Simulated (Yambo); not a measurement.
A G0W0@PBEsol run in Yambo for Rb3CoF6 (space group Fm-3m, No. 225) (2×2×2 Γ-centred k mesh, bands 5 to 333 and a 8 Ry block in the screening, 333 bands in G with the Bruneval-Gonze terminator, plasmon pole fitted at 27.2 eV) gives these matrix elements, in eV, at the band edges (X → X):

```
state               E0    <Vxc>     <Σx>  <Σc(E0)>      Z
---------------  -----  -------  -------  --------  -----
valence edge     0.000  -29.156  -37.788     6.895  0.749
conduction edge  1.319  -28.146  -20.445    -4.623  0.764
```

Question: Solve the linearised quasiparticle equation for both states, give the gap, and say how exchange and correlation each act on it.

Answer: E = E0 + Z(Σx + Σc − Vxc). Valence: 0.000 + 0.749 × (-37.788 + (6.895) − (-29.156)) = -1.30 eV. Conduction: 1.319 + 0.764 × (-20.445 + (-4.623) − (-28.146)) = 3.67 eV. The gap is 4.97 eV, against 1.32 eV in PBEsol. Replacing Vxc by bare exchange alone would open it by 16.33 eV; correlation takes back 11.52 eV of that, and Z scales what is left. Nearest settings tried, and what they do to the gap: 217 bands in G: -5 meV; 129 bands in W, 129 bands in G: +34 meV; 7 Ry block (387 vectors against 531): +94 meV. Not varied: mesh. So the settings aren't converged at that level. The k mesh is coarse. The 3d shell has no Hubbard U; the runs are without spin polarisation, and magnetic order was not tried.

Geometry of the Materials Project entry, not relaxed at this level; primitive cell a = 6.2687 Å, b = 6.2687 Å, c = 6.2687 Å, α = 60.00°, β = 60.00°, γ = 60.00°.

The structure is a Materials Project entry; no match was found in the copy of COD used, and its stability was not checked.
